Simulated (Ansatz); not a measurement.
Values for one crystal, relaxed and computed with DFT-r²SCAN+D4 in the program Ansatz with PAW potentials; other levels are named.

| Property | Result |
|---|---|
| Volume per atom | 22.74 Å³ |
| Electronic character | metallic (no gap) |
| Density of states at the Fermi level | 0.49 states/eV per atom (mean over ±0.08 eV) |
| Pressure derivative B′ | 10.1 |
| Formation energy from the elements (no fitted shifts) | -0.24 eV/atom |
| Bulk modulus (Birch–Murnaghan fit) | 42.0 GPa |

Which compound is it?
A. Bi2CuTe3, P-3m1 (Te on 2d, Bi on 2d, Te on 1a, Cu on 1b)
B. Te2Mo, P2_1/m (Pearson symbol mP12)
C. NiTe2, CdI2 type
D. TiTe2, CdI2 type

C, NiTe2, CdI2 type

The workflow started from an entry of the Crystallography Open Database (COD). Whether it is the stable phase at ambient conditions was not checked. The cell was relaxed with r²SCAN+D4 under the symmetry of its start; its stability against distortions is not shown here. The workflow began spin-polarised and lost its moments. The cell computed holds one magnetic atom, so no antiferromagnetic order was within reach. The references are the lowest solids computed at this level, not always the standard phases. Scalar-relativistic: spin–orbit coupling is off unless named, which matters more the heavier the elements.

Potentials: the later of the program's two PAW sets.
